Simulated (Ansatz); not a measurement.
The end point of a relaxation of CeO2. Space group Fm-3m (No. 225), fluorite type. These are r2SCAN (plane waves to 500 eV, PAW, scalar-relativistic; Ansatz, an electronic-structure program) values and carry that method's errors.

```cif
data_CeO2
_chemical_formula_sum 'Ce1 O2'
_space_group_name_H-M_alt 'P 1'
_space_group_IT_number 1
_cell_length_a 3.84520
_cell_length_b 3.84520
_cell_length_c 3.84520
_cell_angle_alpha 60.000
_cell_angle_beta 60.000
_cell_angle_gamma 60.000
loop_
_space_group_symop_operation_xyz
  'x, y, z'
loop_
_atom_site_label
_atom_site_type_symbol
_atom_site_fract_x
_atom_site_fract_y
_atom_site_fract_z
_atom_site_occupancy
Ce1 Ce 0.50000 0.50000 0.50000 1
O1 O 0.25000 0.25000 0.25000 1
O2 O 0.75000 0.75000 0.75000 1
```

For CeO2, the volume per atom is 13.40 Å³ and the band gap comes out as 2.16 eV, indirect (valence top at k = (0, 0.2727, -0.2727), conduction bottom at L) (no spin-orbit coupling). The smallest direct gap comes out as 2.26 eV at 25 % of the way from K to Γ and the shortest distances comes out as Ce–O 2.35 Å; O–O 2.72 Å. The k-mesh comes out as 11×11×11.

Band energies at high-symmetry points (eV from the VBM; labels of this space group; no spin-orbit coupling), from −5 eV up to 6.2 eV:

| point | energies |
|---|---|
| Γ | -3.88 -3.88 -3.88 -0.60 -0.60 -0.60 2.56 2.56 2.56 2.71 3.13 3.13 3.13 |
| X | -3.91 -1.22 -1.22 -0.81 -0.81 -0.62 2.29 2.31 2.31 2.46 2.85 2.85 3.40 6.04 |
| U | -3.25 -1.75 -1.42 -1.31 -0.76 -0.33 2.24 2.35 2.45 2.46 2.69 2.80 3.32 |
| K | -3.25 -1.75 -1.42 -1.31 -0.76 -0.33 2.24 2.35 2.45 2.46 2.69 2.80 3.32 |
| L | -2.99 -2.99 -1.31 -1.20 -0.79 -0.79 2.16 2.38 2.38 2.57 3.01 3.01 3.04 |
| W | -2.92 -2.30 -1.08 -1.08 -0.73 -0.68 2.23 2.37 2.37 2.64 2.64 2.70 3.34 |

No spin polarisation in the result. The d or f electrons are treated with no Hubbard U. The 4f state was not searched, so a lower electronic state may exist.

Measured for CeO2: a 5.391 Å (0 K or low temperature; as listed in Stimac, Jared C., Goldman, Nir, arXiv (2024)); gap 3 eV (as listed in Fabien Tran et al., Journal of Applied Physics (2019)). Computed minus measured — a: r2SCAN +0.9 %; gap: r2SCAN -0.84 eV. The computed values are for a static lattice, and a measured gap can be an optical one, lowered by exciton binding.

It was reached from a disturbed copy of a R3m (No. 160) cell, against which it lies -877 meV/atom.
